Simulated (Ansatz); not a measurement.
Total density of states per atom from r²SCAN in the plane-wave PAW code Ansatz, in 0.25 eV bins, energy from the Fermi level:

```
E (eV) | states/eV/atom
    -7.85 | # 0.07
    -7.60 | # 0.07
    -7.35 | # 0.07
    -7.10 | # 0.07
    -6.85 | # 0.07
    -6.60 | # 0.07
    -6.35 | # 0.07
    -6.10 | # 0.07
    -5.85 | ## 0.09
    -5.60 | ##### 0.25
    -5.35 | #### 0.24
    -5.10 | #### 0.23
    -4.85 | ####### 0.36
    -4.60 | ######### 0.49
    -4.35 | #### 0.23
    -4.10 | ############# 0.68
    -3.85 | ########## 0.56
    -3.60 | ######## 0.46
    -3.35 | ############ 0.67
    -3.10 | ################ 0.87
    -2.85 | ############################## 1.62
    -2.60 | ################## 1.00
    -2.35 | ####### 0.38
    -2.10 | ####### 0.38
    -1.85 | ######## 0.45
    -1.60 | #### 0.23
    -1.35 | ########### 0.61
    -1.10 | ############## 0.74
    -0.85 | ########### 0.57
    -0.60 | ####### 0.37
    -0.35 | ###### 0.34
    -0.10 | ##### 0.30
     0.15 | ##### 0.25
     0.40 | ###### 0.33
     0.65 | ####### 0.39
     0.90 | ####### 0.39
     1.15 | ###### 0.35
     1.40 | ######### 0.50
     1.65 | ############# 0.72
     1.90 | ################# 0.94
     2.15 | ############### 0.83
     2.40 | ############# 0.69
     2.65 | ################ 0.85
     2.90 | ###################### 1.16
     3.15 | ############################# 1.59
     3.40 | ################ 0.86
     3.65 | ############# 0.68
     3.90 | ############# 0.72
     4.15 | ################# 0.92
     4.40 | ########### 0.57
     4.65 | ############## 0.73
```

Task: Which compound is it?
(A) BaTiO3, Amm2 (Ba on 2a, Ti on 2b, O on 4e, O on 2a)
(B) AlCo, Cmcm (Al on 4c, Co on 4c)
(C) AlAg, rock salt
(D) Ti3AlC2, P6_3/mmc (Ti on 4f, Ti on 2a, Al on 2b, C on 4f)

Result: D, Ti3AlC2, P6_3/mmc (Ti on 4f, Ti on 2a, Al on 2b, C on 4f). Within 0.5 eV of the Fermi level: Ti 3d 81 %, Al 3p 9 %. Projections are on Löwdin-orthogonalised atomic valence shells; empty p or d shells of many metals are not among them.

The workflow started from a Materials Project entry (that database holds measured and hypothetical structures alike); the Crystallography Open Database files this formula in space group No. 194, but the cells were not matched. Its standing as an ambient phase is unchecked. The r²SCAN relaxation kept the symmetry of its start; its stability against distortions is not shown here. The run is not spin-polarised.

Potentials: the earlier of the program's two PAW sets. The files were generated under PBE; for other functionals the program regenerates the frozen cores, and for LDA and PBEsol the local potential too.
